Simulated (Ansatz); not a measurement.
**Si: how strain makes field gradients**

```xyz
2
Lattice="0.0000 2.7155 2.7155 2.7155 0.0000 2.7155 2.7155 2.7155 0.0000" Properties=species:S:1:pos:R:3 pbc="T T T"
Si    2.7155    2.7155    2.7155
Si    4.0732    4.0732    4.0732
```

Atoms are numbered in the order listed.

Structure: COD 9011998, as refined from experiment and not relaxed.

All numbers below come from DFT, LDA, all-electron PAW with datasets made for the crystal, scalar-relativistic (Ansatz 0.2.0).

Numerical set-up: a Γ-centred 11×11×11 k mesh, Fermi–Dirac smearing of 0.08 eV, cutoff 180 eV (chosen by the program for this cell), no spin polarisation.

The strain is applied along the Cartesian axes of the cell as listed (γ is the engineering shear, twice εxy = εyz = εzx). Fractional coordinates are held (clamped ions).

The columns are Cartesian components of the electric field gradient at the nuclei, in 10²¹ V/m².

Only quantities that a quadratic follows smoothly over the whole series are listed; rougher ones are left out.

```
      γ  Vxy at Si1
-0.0100       -0.20
 0.0000        0.00
 0.0200        0.39
 0.0300        0.58
```

Q: Fit the series and give the gradient–strain slopes.

A: Least-squares fits y = p0 + p1 x + p2 x² to the rows give Vxy at Si1: p1 = 19.8, p2 = -17. The slopes p1 are in 10²¹ V/m² per unit strain, for clamped ions.

Q: One run, at γ = 0.0100, is withheld. Predict its row.

A: The fits give 0.20; the run gave 0.19.
